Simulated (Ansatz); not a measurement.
A geometry of SiS2 away from equilibrium: the start of the relaxation of a relaxed SiS2 cell, doubled along one cell vector, shaken by Gaussian noise of σ = 0.08 Å a coordinate. Method: r2SCAN (plane waves to 500 eV, PAW, scalar-relativistic; Ansatz, a first-principles code). Γ-centred k-mesh 3×5×6 on the run's cell (coarser than for final values), Fermi–Dirac smearing 0.05 eV.

```xyz
6
Lattice="8.8008 0.0000 0.0000 0.0000 4.4004 0.0000 0.0000 0.0000 4.0485" Properties=species:S:1:pos:R:3 pbc="T T T"
S      0.0978     2.1979     0.1504
S      4.3026     2.2443     0.0942
S      2.0589     0.0391     0.0738
S      6.5601     0.1771    -0.1600
Si     2.2905     2.3476     0.0378
Si     6.5497     2.1694     0.0505
```

Task: Which atoms carry the largest force, and which way does it point?

Result: 1.99 eV/Å, on S4 (atoms numbered as listed); on S4 its components are (0.54, -1.90, -0.22).

Task: What is the pressure?

Result: +2.4 GPa, compression positive.

Task: How much energy per atom can still be gained by relaxing?

Result: 1.17 eV/atom; the path ends in P-4m2 (No. 115).

No spin polarisation in the result. No dispersion correction is included, so spacings between layers, chains or molecules are soft and tend to come out too large.

The end of the path is a generated cell of SiS2: the first start was made by a random draw of sites in a space group, and the end was not matched to a known phase here, so it may be hypothetical.
